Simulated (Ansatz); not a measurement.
input.yaml

```yaml
crystal:
  lattice:
    - [2.5222870535, 0.0, 0.0]
    - [-1.2611435268, 2.184364664, 0.0]
    - [0.0, 0.0, 10.1957270885]
  atoms:
    - { symbol: B, position: [0.0, 0.0, 0.4141650252] }
    - { symbol: B, position: [0.0, 0.0, 0.5858349748] }
    - { symbol: B, position: [0.6666666667, 0.3333333333, 0.0309257081] }
    - { symbol: B, position: [0.3333333333, 0.6666666667, 0.9690742919] }
    - { symbol: O, position: [0.6666666667, 0.3333333333, 0.359623853] }
    - { symbol: O, position: [0.3333333333, 0.6666666667, 0.640376147] }
basis:
  ecutwfc: 420
kpoints:
  mp_grid: { grid: [18, 18, 4] }
  band_path:
    path:
      - [[0.0, 0.0, 0.0], [0.5, 0.0, 0.0], [0.33333333, 0.33333333, 0.0], [0.0, 0.0, 0.0], [0.0, 0.0, 0.5], [0.5, 0.0, 0.5], [0.33333333, 0.33333333, 0.5], [0.0, 0.0, 0.5]]
      - [[0.5, 0.0, 0.5], [0.5, 0.0, 0.0]]
      - [[0.33333333, 0.33333333, 0.5], [0.33333333, 0.33333333, 0.0]]
    npoints: 14
hamiltonian:
  xc: pbesol
scf:
  occupations: { method: gaussian, width: 0.1 }
  n_extra_bands: 15
output:
  forces: true
  stress: true
  eigenvalues: true
  populations: true
  dos: { projected: true, de: 0.02, nscf_kmesh: { grid: [27, 27, 6] } }
  bader: true
  write_density: true
  write_potential: true
  elf: true
  volumetric_format: npy
```

Command:
```bash
ansatz run input.yaml --threads 1 --pin off --max-ram 2560MiB --backend cpu --events-out ev --progress --plain --runs-dir out
```

Theory: DFT PBEsol, scalar-relativistic, plane waves, PAW in Ansatz.

Abridged output (iterations and final results):

```
SCF iter   1: F=—  HF=-1730.236724 eV  |F-HF|=—  |Δ(HF+E_count)|=         —  Δρ=1.14e-2  dr2=4.43e-2  ethr=1.77e-3  ⟨swp⟩=6.0  Hψ=17954  notcnv=0  defer=387
SCF iter   2: F=—  HF=-1730.243115 eV  |F-HF|=—  |Δ(HF+E_count)|=   6.39e-3  Δρ=1.17e-2  dr2=6.52e-2  ethr=1.85e-4  ⟨swp⟩=2.0  Hψ=7267  notcnv=0  defer=1227
SCF iter   3: F=—  HF=-1730.225943 eV  |F-HF|=—  |Δ(HF+E_count)|=   1.72e-2  Δρ=2.63e-3  dr2=3.82e-3  ethr=1.85e-4  ⟨swp⟩=2.0  Hψ=4744  notcnv=0  defer=1227
SCF iter   4: F=—  HF=-1730.225056 eV  |F-HF|=—  |Δ(HF+E_count)|=   8.86e-4  Δρ=4.62e-4  dr2=1.15e-4  ethr=1.59e-5  ⟨swp⟩=1.5  Hψ=4132  notcnv=0  defer=1183
SCF iter   5: F=—  HF=-1730.225060 eV  |F-HF|=—  |Δ(HF+E_count)|=   4.04e-6  Δρ=1.08e-4  dr2=9.47e-6  ethr=4.77e-7  ⟨swp⟩=2.1  Hψ=4002  notcnv=0  defer=1182
SCF iter   6: F=—  HF=-1730.225042 eV  |F-HF|=—  |Δ(HF+E_count)|=   1.85e-5  Δρ=3.00e-5  dr2=6.40e-7  ethr=3.95e-8  ⟨swp⟩=2.0  Hψ=3972  notcnv=0  defer=1111
SCF iter   7: F=-1730.225042 eV  HF=-1730.225042 eV  |F-HF|=1.23e-10  |Δ(HF+E_count)|=   3.08e-7  Δρ=8.14e-6  dr2=4.83e-8  ethr=4.17e-10  ⟨swp⟩=14.9  Hψ=26886  notcnv=0
SCF 1 converged in 7 iterations: F = -1730.225042 eV  dr2 = 4.83e-8
SCF converged after 7 iterations
Free energy (F): -1730.225042 eV
Harris-Foulkes:  -1730.225042 eV  (|F-HF|=1.23e-10)
Internal energy: -1730.217821 eV  (E = F + TS)
E sigma→0 (E₀):  -1730.221432 eV
Entropy (-TS):   -0.007221 eV (-1.203 meV/atom)
Fermi energy:    6.711390 eV
--- Per-component energies (eV) ---
  E_band       = -74.037073
  E_kinetic    = 541.080093
  E_local      = -1770.783350  (includes V_loc(G=0)·N_el)
  E_nonlocal   = 146.300023
  E_hartree    = 713.820098
  E_xc         = -270.443023
  E_vxc        = -335.190450  (∫ρ·V_xc dr)
  E_paw        = -607.324339  (= ΣΔE_a)
  E_vpaw       = -83.085242  (= ΣTr[D̂ρ^β])
  E_aug_tail   = 0.004967  (compensation charges beyond the density's cutoff)
  E_ewald      = -483.001710
  E_core_change = 0.129420  (= ΣΔE_core)
  E_smearing   = -0.007221  (= −TS)
--- Forces (eV/Å), atoms counted from 1 ---
  atom   1  B      0.00000000     0.00000000     0.00020973
  atom   2  B      0.00000000     0.00000000    -0.00020973
  atom   3  B      0.00000000     0.00000000     0.00208321
  atom   4  B      0.00000000     0.00000000    -0.00208321
  atom   5  O      0.00000000     0.00000000     0.00482943
  atom   6  O      0.00000000     0.00000000    -0.00482943
--- Stress (GPa, compression-positive) ---
       -0.020803       0.000000       0.000000
        0.000000      -0.020803       0.000000
        0.000000       0.000000       0.026319
  P = ⅓ Tr σ = -0.0051 GPa (-0.051 kbar)
--- Band table (eV; the first three rows and the last of 138) ---
  k-point 0: bands = ["-17.9405", "-17.4017", "-6.5836", "-4.8143", "-0.5526", "0.7089", "0.7089", "0.8011", "0.8011", "1.7226", "4.3528", "9.1239", "10.6051", "10.6051", "11.0535", "11.9276", "12.7572", "12.7572", "14.7142", "15.0681", "15.0681", "17.9502", "17.9922", "18.1494", "18.1494", "25.2122", "25.4177"]
  k-point 1: bands = ["-17.9405", "-17.4017", "-6.5817", "-4.8214", "-0.5005", "0.7088", "0.7088", "0.8012", "0.8012", "1.6006", "4.4829", "8.9762", "10.6051", "10.6051", "11.2064", "11.8433", "12.7573", "12.7573", "14.7709", "15.0681", "15.0681", "17.8392", "18.0719", "18.1494", "18.1494", "25.2002", "25.4186"]
  k-point 2: bands = ["-17.9405", "-17.4017", "-6.5797", "-4.8283", "-0.4440", "0.7084", "0.7084", "0.8009", "0.8009", "1.4812", "4.6096", "8.8363", "10.6050", "10.6050", "11.3992", "11.7087", "12.7572", "12.7572", "14.8282", "15.0680", "15.0680", "17.7741", "18.1055", "18.1493", "18.1493", "25.1884", "25.4193"]
  k-point 137: bands = ["-15.1398", "-15.1398", "-4.9930", "-4.4945", "-4.4945", "-4.3403", "0.6230", "0.6230", "0.7345", "0.7345", "1.0617", "2.7333", "9.2232", "9.2232", "11.0681", "11.0681", "14.1343", "16.0862", "16.6741", "17.4811", "17.8110", "17.8110", "18.4103", "18.4103", "20.8061", "22.4115", "22.4115"]
--- Löwdin populations: 6 sites ---
  site symbol q [e]
     0      B      2.6625
     1      B      2.6625
     2      B      2.9712
     3      B      2.9712
     4      O      6.2731
     5      O      6.2731
  spilling = 0.007767 (of n_electrons = 24.000000)
--- Bader charges: 6 sites ---
  site symbol charge [e]  shift [e]
     0      B      1.5438     0.0004
     1      B      1.5438     0.0004
     2      B      0.0025     0.0000
     3      B      0.0025     0.0000
     4      O     -1.5463     0.0004
     5      O     -1.5463     0.0004
  estimated error of the sums over rays = 3.2e-4 e
```

The calculation finished and met its thresholds.

The run took 99 s on 1 thread of Arm Neoverse V1 (shared host), peak memory 0.56 GiB.

The cell holds layers, and where no dispersion correction was added their binding is poorly described. Spin polarisation was left out, and a magnetic state may lie lower.